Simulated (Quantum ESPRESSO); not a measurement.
Ge2GaSN3, a curve over one atom's position

A calculation, not a measurement. The program is pw.x of Quantum ESPRESSO 7.5 (plane-wave density functional theory). The cell is made up: 7 atoms on a zincblende/diamond lattice with one site empty, with randomly drawn elements, strain and displacements, not relaxed. PseudoDojo standard norm-conserving files (v0.5 for PBE, v0.4.1 for LDA and PBEsol) set the functional; there is no spin polarisation, spin-orbit coupling or dispersion term, and the masses in the input are unused placeholders.

Seven runs move atom 2 (Ge, counted in the order of the input) along x and keep all else fixed.

Input of the run at -0.0404:

```
&control calculation='scf', pseudo_dir='./dojo.nc.sr.pbe.v0_5.standard.upf', outdir='./o', disk_io='medium', tprnfor=.true., tstress=.true. /
&system ibrav=0, nat=7, ntyp=4, nbnd=37, ecutwfc=84.00895049, nosym=.true., tot_charge=0,
 occupations='smearing', smearing='fd', degauss=0.0018374661
/
&electrons conv_thr=7.350e-09, electron_maxstep=60, /
ATOMIC_SPECIES
Ga 1.0 Ga.upf
Ge 1.0 Ge.upf
N 1.0 N.upf
S 1.0 S.upf
CELL_PARAMETERS angstrom
4.6749 0.0201 -0.0139
0.0201 4.7279 -0.0092
-0.0139 -0.0092 4.6556
ATOMIC_POSITIONS angstrom
Ge 0.0537 -0.0209 -0.0452
Ge -0.1 2.3573 2.2798
Ga 2.3234 2.3652 0.043
S 1.1009 1.2321 1.2012
N 1.1809 3.573 3.4078
N 3.585 1.1403 3.5191
N 3.5196 3.5433 1.1395
K_POINTS automatic
4 4 4 1 1 1
```

| shift of atom 2 along x (Å) | free energy less that of the input shown (eV) | Fx on atom 2 (eV/Å) | Fy on atom 2 (eV/Å) | Fz on atom 2 (eV/Å) | pressure (GPa) | next band up at Gamma (eV) | iterations |
| --- | --- | --- | --- | --- | --- | --- | --- |
| -0.0928 | -0.2072 | -3.408 | 4.321 | 5.180 | 2.32 | 0.715 | 12 |
| -0.0794 | -0.1597 | -3.686 | 4.484 | 5.292 | 2.45 | 0.716 | 12 |
| -0.0404 | 0.0000 | -4.504 | 4.975 | 5.646 | 2.88 | 0.705 | 12 |
| +0.0702 | 0.6281 | -6.856 | 6.533 | 6.885 | 4.58 | 0.598 | 12 |
| +0.1199 | 0.9949 | -7.903 | 7.319 | 7.555 | 5.57 | 0.524 | 12 |
| +0.1353 | 1.1191 | -8.223 | 7.574 | 7.776 | 5.90 | 0.499 | 12 |

Question: one run is left out of the table, at -0.0582. Estimate its Fx on atom 2 (eV/Å).

Answer: -4.129. The whole row:

```
shift of atom 2 along x (Å)  free energy less that of the input shown (eV)  Fx on atom 2 (eV/Å)  Fy on atom 2 (eV/Å)  Fz on atom 2 (eV/Å)  pressure (GPa)  next band up at Gamma (eV)  iterations
                    -0.0582                                        -0.0768               -4.129                4.748                5.480            2.68                       0.712          12
```

A cubic fit gives dFx/dx = -21.30 eV/Å² at zero shift. Across the table the free energy follows the integral of the force to within 0.1 meV. A rerun of one of the cells at 1437 eV and a 6 x 6 x 6 mesh moved values by no more than 0.004 eV in energy, 0.02 GPa in stress and 0.004 eV/Å in force. The band column is the level of band 32 at Gamma less that of band 31, whose number is half the electron count, rounded up; it comes from a band step after each run.